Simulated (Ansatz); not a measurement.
Name crystals whose computed values (PBEsol in the plane-wave PAW code Ansatz) fall in these windows: Θ_D (K) 290 to 400; highest Γ mode, no LO–TO term (cm⁻¹) 400 to 570; ε0 11 to 14.



| crystal | Θ_D (K) | highest Γ mode, no LO–TO term (cm⁻¹) | ε0 |
|---|---|---|---|
| BaMgF4, Cmc2_1 (Pearson symbol oS24) | 357 | 493 | 11.9 |
Others may fit too.

Standing as an ambient phase not checked: BaMgF4, Cmc2_1 (Pearson symbol oS24). The cell was relaxed under the symmetry of its start. Scalar-relativistic: spin–orbit coupling is off unless named, which matters more the heavier the elements.

Potentials: the earlier of the program's two PAW sets.
